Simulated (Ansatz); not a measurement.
## Calculated with Ansatz: ZrPOs, relaxation

The input file (Ansatz 0.2.0, plane waves):

```yaml
crystal:
  lattice:
    - [6.705768, 0.0, 0.0]
    - [0.0, 3.477093, 0.0]
    - [0.0, 0.0, 8.118671]
  atoms:
    - { symbol: P, position: [0.2622, 0.25, 0.6426] }
    - { symbol: P, position: [0.2378, 0.75, 0.1426] }
    - { symbol: P, position: [0.7622, 0.25, 0.8574] }
    - { symbol: P, position: [0.7378, 0.75, 0.3574] }
    - { symbol: Os, position: [0.13994, 0.25, 0.93965] }
    - { symbol: Os, position: [0.36006, 0.75, 0.43965] }
    - { symbol: Os, position: [0.63994, 0.25, 0.56035] }
    - { symbol: Os, position: [0.86006, 0.75, 0.06035] }
    - { symbol: Zr, position: [0.0332, 0.25, 0.33141] }
    - { symbol: Zr, position: [0.4668, 0.75, 0.83141] }
    - { symbol: Zr, position: [0.5332, 0.25, 0.16859] }
    - { symbol: Zr, position: [0.9668, 0.75, 0.66859] }
  symmetry: { tolerance: 0.0003 }
kpoints:
  mp_grid: { grid: [4, 7, 3], shift: [0, 0, 0] }
magnetization:
  spin_polarized: false
scf:
  occupations: { method: fermi_dirac }
  lower_state_search: "off"
hamiltonian:
  pseudopotentials: { kind: paw }
  xc: r2scan
basis:
  ecutwfc: 500
  fft_grid_basis: typed
relax:
  max_steps: 40
  cell: { p_target: 0.0 }
  f_tol: 0.03
output:
  forces: true
  stress: true
  eigenvalues: true
  bader: true
  populations: true
  elf: true
  write_potential: true
  volumetric_format: npy
  dos:
    e_range: [-12, 8]
    de: 0.05
    projected: { site_lists: { Os: [Os], P: [P], Zr: [Zr] } }
checkpoint:
  read: saved_state
```

Launch command:

```bash
ansatz run input.yaml --threads 2 --pin off --max-ram 3584MiB --backend cpu --events-out ev --progress --plain --runs-dir out
```

Origin of the cell: a known structure type with other elements, at an estimated volume, so it need not be a known compound.

The smearing width isn't typed, so it takes its default of 0.1 eV.

The saved state is a converged single point of the same cell.

Steps («new basis» is an SCF on plane waves selected anew at the same cell):

```
step  ΔF (meV/atom)  max force component (eV/Å)  P (GPa)  volume (Å³)  SCF iterations   step was
   1            0.0                       0.876    -4.95       189.30               6   accepted
   2         -149.3                       0.696    -0.51       184.48               8   accepted
   3         -240.3                       0.572     0.97       183.37               7   accepted
   4         -262.6                       0.465     0.65       184.17               7   accepted
   5         -264.4                       0.501    -1.64       185.69               7   accepted
   6         -268.2                       0.056     0.43       184.15               7   accepted
   7         -268.3                       0.012    -0.19       184.61               5   accepted
   8         -268.3                       0.004     0.00       184.47               4   accepted
   9         -268.5                       0.004     0.00       184.47               7  new basis
```

Step 1, with forces in eV/Å:

```xyz
12
Lattice="6.706 0.000 0.000 0.000 3.477 0.000 0.000 0.000 8.119" Properties=species:S:1:pos:R:3:forces:R:3 pbc="T T T" step=1
P     1.758    0.869    5.217    0.397    0.000   -0.831
P     1.595    2.608    1.158   -0.397    0.000   -0.831
P     5.111    0.869    6.961    0.397    0.000    0.831
P     4.948    2.608    2.902   -0.397    0.000    0.831
Os    0.938    0.869    7.629    0.876    0.000   -0.407
Os    2.414    2.608    3.569   -0.876    0.000   -0.407
Os    4.291    0.869    4.549    0.876    0.000    0.407
Os    5.767    2.608    0.490   -0.876    0.000    0.407
Zr    0.223    0.869    2.691    0.025    0.000   -0.278
Zr    3.130    2.608    6.750   -0.025    0.000   -0.278
Zr    3.576    0.869    1.369    0.025    0.000    0.278
Zr    6.483    2.608    5.428   -0.025    0.000    0.278
```

Step 2, with forces in eV/Å:

```xyz
12
Lattice="6.636 0.000 0.000 0.000 3.599 0.000 0.000 0.000 7.723" Properties=species:S:1:pos:R:3:forces:R:3 pbc="T T T" step=2
P     1.755    0.900    4.906    0.517    0.000   -0.696
P     1.563    2.700    1.044   -0.517    0.000   -0.696
P     5.073    0.900    6.679    0.517    0.000    0.696
P     4.881    2.700    2.817   -0.517    0.000    0.696
Os    0.969    0.900    7.229    0.408    0.000    0.239
Os    2.349    2.700    3.368   -0.408    0.000    0.239
Os    4.287    0.900    4.355    0.408    0.000   -0.239
Os    5.667    2.700    0.494   -0.408    0.000   -0.239
Zr    0.208    0.900    2.535   -0.088    0.000   -0.281
Zr    3.110    2.700    6.397    0.088    0.000   -0.281
Zr    3.526    0.900    1.327   -0.088    0.000    0.281
Zr    6.428    2.700    5.188    0.088    0.000    0.281
```

Step 3, with forces in eV/Å:

```xyz
12
Lattice="6.559 0.000 0.000 0.000 3.767 0.000 0.000 0.000 7.422" Properties=species:S:1:pos:R:3:forces:R:3 pbc="T T T" step=3
P     1.770    0.942    4.685    0.427    0.000   -0.572
P     1.510    2.825    0.973   -0.427    0.000   -0.572
P     5.049    0.942    6.449    0.427    0.000    0.572
P     4.789    2.825    2.738   -0.427    0.000    0.572
Os    0.994    0.942    6.972    0.060    0.000    0.290
Os    2.286    2.825    3.261   -0.060    0.000    0.290
Os    4.273    0.942    4.161    0.060    0.000   -0.290
Os    5.565    2.825    0.450   -0.060    0.000   -0.290
Zr    0.179    0.942    2.408   -0.155    0.000   -0.163
Zr    3.100    2.825    6.119    0.155    0.000   -0.163
Zr    3.459    0.942    1.303   -0.155    0.000    0.163
Zr    6.379    2.825    5.014    0.155    0.000    0.163
```

Step 4, with forces in eV/Å:

```xyz
12
Lattice="6.430 0.000 0.000 0.000 3.935 0.000 0.000 0.000 7.279" Properties=species:S:1:pos:R:3:forces:R:3 pbc="T T T" step=4
P     1.781    0.984    4.543    0.022    0.000   -0.193
P     1.434    2.951    0.903   -0.022    0.000   -0.193
P     4.996    0.984    6.375    0.022    0.000    0.193
P     4.649    2.951    2.736   -0.022    0.000    0.193
Os    1.010    0.984    6.851   -0.465    0.000   -0.087
Os    2.205    2.951    3.212    0.465    0.000   -0.087
Os    4.225    0.984    4.067   -0.465    0.000    0.087
Os    5.420    2.951    0.428    0.465    0.000    0.087
Zr    0.126    0.984    2.315    0.018    0.000    0.419
Zr    3.089    2.951    5.955   -0.018    0.000    0.419
Zr    3.341    0.984    1.324    0.018    0.000   -0.419
Zr    6.304    2.951    4.963   -0.018    0.000   -0.419
```

Step 5, with forces in eV/Å:

```xyz
12
Lattice="6.495 0.000 0.000 0.000 3.930 0.000 0.000 0.000 7.275" Properties=species:S:1:pos:R:3:forces:R:3 pbc="T T T" step=5
P     1.809    0.982    4.529    0.084    0.000    0.080
P     1.439    2.947    0.891   -0.084    0.000    0.080
P     5.056    0.982    6.384    0.084    0.000   -0.080
P     4.686    2.947    2.746   -0.084    0.000   -0.080
Os    0.991    0.982    6.836   -0.102    0.000    0.002
Os    2.256    2.947    3.198    0.102    0.000    0.002
Os    4.239    0.982    4.077   -0.102    0.000   -0.002
Os    5.504    2.947    0.439    0.102    0.000   -0.002
Zr    0.125    0.982    2.367   -0.016    0.000   -0.501
Zr    3.122    2.947    6.005    0.016    0.000   -0.501
Zr    3.373    0.982    1.270   -0.016    0.000    0.501
Zr    6.370    2.947    4.908    0.016    0.000    0.501
```

Step 6, with forces in eV/Å:

```xyz
12
Lattice="6.447 0.000 0.000 0.000 3.907 0.000 0.000 0.000 7.312" Properties=species:S:1:pos:R:3:forces:R:3 pbc="T T T" step=6
P     1.794    0.977    4.550   -0.042    0.000    0.032
P     1.429    2.930    0.894    0.042    0.000    0.032
P     5.018    0.977    6.418   -0.042    0.000   -0.032
P     4.653    2.930    2.762    0.042    0.000   -0.032
Os    0.980    0.977    6.869    0.010    0.000   -0.056
Os    2.243    2.930    3.213   -0.010    0.000   -0.056
Os    4.204    0.977    4.099    0.010    0.000    0.056
Os    5.466    2.930    0.443   -0.010    0.000    0.056
Zr    0.128    0.977    2.352    0.004    0.000   -0.024
Zr    3.096    2.930    6.008   -0.004    0.000   -0.024
Zr    3.351    0.977    1.304    0.004    0.000    0.024
Zr    6.319    2.930    4.960   -0.004    0.000    0.024
```

Step 7, with forces in eV/Å:

```xyz
12
Lattice="6.458 0.000 0.000 0.000 3.911 0.000 0.000 0.000 7.309" Properties=species:S:1:pos:R:3:forces:R:3 pbc="T T T" step=7
P     1.795    0.978    4.548    0.001    0.000    0.001
P     1.434    2.933    0.894   -0.001    0.000    0.001
P     5.024    0.978    6.415    0.001    0.000   -0.001
P     4.664    2.933    2.761   -0.001    0.000   -0.001
Os    0.982    0.978    6.864   -0.012    0.000   -0.008
Os    2.247    2.933    3.209    0.012    0.000   -0.008
Os    4.211    0.978    4.100   -0.012    0.000    0.008
Os    5.476    2.933    0.445    0.012    0.000    0.008
Zr    0.129    0.978    2.348   -0.002    0.000    0.002
Zr    3.100    2.933    6.003    0.002    0.000    0.002
Zr    3.358    0.978    1.306   -0.002    0.000   -0.002
Zr    6.330    2.933    4.961    0.002    0.000   -0.002
```

Step 9, with forces in eV/Å:

```xyz
12
Lattice="6.458 0.000 0.000 0.000 3.911 0.000 0.000 0.000 7.304" Properties=species:S:1:pos:R:3:forces:R:3 pbc="T T T" step=9
P     1.795    0.978    4.545   -0.002    0.000    0.003
P     1.434    2.933    0.893    0.002    0.000    0.003
P     5.023    0.978    6.411   -0.002    0.000   -0.003
P     4.663    2.933    2.759    0.002    0.000   -0.003
Os    0.981    0.978    6.858   -0.002    0.000    0.000
Os    2.248    2.933    3.206    0.002    0.000    0.000
Os    4.210    0.978    4.098   -0.002    0.000    0.000
Os    5.477    2.933    0.446    0.002    0.000    0.000
Zr    0.128    0.978    2.347   -0.004    0.000    0.000
Zr    3.101    2.933    5.999    0.004    0.000    0.000
Zr    3.357    0.978    1.305   -0.004    0.000    0.000
Zr    6.329    2.933    4.957    0.004    0.000    0.000
```

| Quantity | Value |
| --- | --- |
| Free energy lowered by | 268.5 meV/atom |
| Volume change | -2.55 % |
| Final pressure | 0.00 GPa |
| Relaxation steps listed | 9 |
| Gap on the mesh | none (metal) |

Caveats: no moments, though an odd count or open d shells may carry them; no spin-orbit coupling, though heavy elements are present; the relaxation held the start's symmetry, so the end may be a saddle point.

Time: 5.9 min on 2 threads of Arm Neoverse V1 (shared host), peak memory 1 GiB, from a saved density.
